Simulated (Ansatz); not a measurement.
Input, command and steps of an Ansatz relaxation.

```yaml
crystal:
  lattice:
    - [1.5972918642, -2.7665695688, 0.0]
    - [1.5972918642, 2.7665695688, 0.0]
    - [0.0, 0.0, 15.6784579626]
  atoms:
    - { symbol: Si, position: [0.166667376, 0.833332624, 0.8577132939] }
    - { symbol: Si, position: [0.833332624, 0.166667376, 0.3577132939] }
    - { symbol: Si, position: [0.499999136, 0.500000864, 0.5244663106] }
    - { symbol: Si, position: [0.500000864, 0.499999136, 0.0244663106] }
    - { symbol: Si, position: [0.8333337297, 0.1666662703, 0.6912334238] }
    - { symbol: Si, position: [0.1666662703, 0.8333337297, 0.1912334238] }
    - { symbol: C, position: [0.5000007595, 0.4999992405, 0.6498369721] }
    - { symbol: C, position: [0.4999992405, 0.5000007595, 0.1498369721] }
    - { symbol: C, position: [0.1666658625, 0.8333341375, 0.9826797769] }
    - { symbol: C, position: [0.8333341375, 0.1666658625, 0.4826797769] }
    - { symbol: C, position: [0.833332952, 0.166667048, 0.8162102228] }
    - { symbol: C, position: [0.166667048, 0.833332952, 0.3162102228] }
basis:
  ecutwfc: 420
kpoints:
  mp_grid: { grid: [12, 12, 2] }
hamiltonian:
  xc: pbe
scf:
  occupations: { method: gaussian, width: 0.02 }
output:
  forces: true
  stress: true
  eigenvalues: true
relax:
  adjacent_minimum: "off"
  f_tol: 0.01
  max_steps: 30
  cell: { stress_tol: 0.1, fix: [volume] }
```

```bash
ansatz run input.yaml --threads 2 --pin off --max-ram 5120MiB --backend cpu --events-out ev --progress --plain --runs-dir out
```

The calculation used DFT PBE, scalar-relativistic, plane waves, PAW (Ansatz).

The volume is held at 1.1 times that of the relaxed cell.

Of 3 frames 3 are shown, positions in Å and forces in eV/Å; the SCF threshold varies from step to step. Steps run on the plane waves of an earlier cell, with a Pulay correction in the pressure. The basis is chosen afresh for the last frame, the zero of the energies, and at times for earlier ones too; energy and pressure step there, also at an unchanged geometry.

```xyz
12
Lattice="1.5973 -2.7666 0.0000 1.5973 2.7666 0.0000 0.0000 0.0000 15.6785" Properties=species:S:1:pos:R:3:forces:R:3 pbc="T T T" step=1 free_energy_over_end_meV_per_atom=0.00 pressure_GPa=-16.78
Si    1.5973    1.8444   13.4476    0.0000    0.0001   -0.0001
Si    1.5973   -1.8444    5.6084    0.0000   -0.0001   -0.0001
Si    1.5973    0.0000    8.2228    0.0000   -0.0001   -0.0165
Si    1.5973    0.0000    0.3836    0.0000    0.0001   -0.0165
Si    1.5973   -1.8444   10.8375    0.0000    0.0000   -0.0013
Si    1.5973    1.8444    2.9982    0.0000    0.0000   -0.0013
C     1.5973    0.0000   10.1884    0.0000    0.0001    0.0140
C     1.5973    0.0000    2.3492    0.0000   -0.0001    0.0140
C     1.5973    1.8444   15.4069    0.0000   -0.0001    0.0018
C     1.5973   -1.8444    7.5677    0.0000    0.0001    0.0018
C     1.5973   -1.8444   12.7969    0.0000   -0.0001    0.0021
C     1.5973    1.8444    4.9577    0.0000    0.0001    0.0021
12
Lattice="1.5973 -2.7666 0.0000 1.5973 2.7666 0.0000 0.0000 0.0000 15.6787" Properties=species:S:1:pos:R:3:forces:R:3 pbc="T T T" step=2 free_energy_over_end_meV_per_atom=0.00 pressure_GPa=-16.77
Si    1.5973    1.8444   13.4479    0.0000   -0.0001   -0.0008
Si    1.5973   -1.8444    5.6085    0.0000    0.0001   -0.0008
Si    1.5973    0.0000    8.2227    0.0000    0.0000   -0.0081
Si    1.5973    0.0000    0.3833    0.0000    0.0000   -0.0081
Si    1.5973   -1.8444   10.8378    0.0000   -0.0001   -0.0029
Si    1.5973    1.8444    2.9984    0.0000    0.0001   -0.0029
C     1.5973    0.0000   10.1888    0.0000    0.0001    0.0093
C     1.5973    0.0000    2.3494    0.0000   -0.0001    0.0093
C     1.5973    1.8444   15.4071    0.0000    0.0000    0.0010
C     1.5973   -1.8444    7.5677    0.0000    0.0000    0.0010
C     1.5973   -1.8444   12.7973    0.0000    0.0001    0.0016
C     1.5973    1.8444    4.9579    0.0000   -0.0001    0.0016
12
Lattice="1.5973 -2.7666 0.0000 1.5973 2.7666 0.0000 0.0000 0.0000 15.6787" Properties=species:S:1:pos:R:3:forces:R:3 pbc="T T T" step=3 free_energy_over_end_meV_per_atom=0.00 pressure_GPa=-16.77
Si    1.5973    1.8444   13.4479    0.0000   -0.0001   -0.0008
Si    1.5973   -1.8444    5.6085    0.0000    0.0001   -0.0008
Si    1.5973    0.0000    8.2227    0.0000    0.0000   -0.0081
Si    1.5973    0.0000    0.3833    0.0000    0.0000   -0.0081
Si    1.5973   -1.8444   10.8378    0.0000   -0.0001   -0.0029
Si    1.5973    1.8444    2.9984    0.0000    0.0001   -0.0029
C     1.5973    0.0000   10.1888    0.0000    0.0001    0.0093
C     1.5973    0.0000    2.3494    0.0000   -0.0001    0.0093
C     1.5973    1.8444   15.4071    0.0000    0.0000    0.0010
C     1.5973   -1.8444    7.5677    0.0000    0.0000    0.0010
C     1.5973   -1.8444   12.7973    0.0000    0.0001    0.0016
C     1.5973    1.8444    4.9579    0.0000   -0.0001    0.0016
```

Time: 81 s on 2 threads of AMD EPYC (Zen 3), with other jobs on the host, peak memory 0.65 GiB.